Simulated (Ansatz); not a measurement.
The elements of this relaxed trial crystal are hidden behind letters.

```
lattice vectors (Å)
   2.8964    1.6722    3.1702
  -2.8964    1.6722    3.1702
   0.0000   -3.3445    3.1702
fractional positions
X 0.5000 0.5000 0.5000
Z 0.8704 0.8704 0.8704
Z 0.1296 0.1296 0.1296
```

Level of theory: DFT PBE, scalar-relativistic, plane waves, PAW (Ansatz 0.2.0). The final run on the 3-atom cell used 420 eV, a Γ-centred 12×12×12 mesh, 0.10 eV smearing and no spin polarisation.

* Space group: R-3m (No. 166)
* Conventional cell: a = 5.793 Å, c = 9.511 Å
* Volume per atom: 30.71 Å³
* Density: 4.16 g/cm³
* Formation energy: +0.28 eV/atom
* Gap on the 12×12×12 mesh of the 3-atom cell: 0 eV (a metal)

Energies are uncorrected and count from the elements' standard states at the same level.

Q: X is an s-block element of period 5 and Z is a p-block element of period 4. Which elements are they?

A: X = Rb, Z = Ge, so the formula is RbGe2. Density times volume gives a mean mass of 4.16 × 30.71/1.6605 = 76.9 u per atom, and this set has 76.9 u. Among the elements that the hints allow, noble gases aside, only these give it. Rb has 8 Ge at 3.36–3.52 Å; Ge is surrounded by 1 Ge at 2.47 Å, 4 Rb at 3.36–3.52 Å and 3 Ge at 3.42 Å.

Symmetry constrained the relaxation, so the result can be a saddle point.
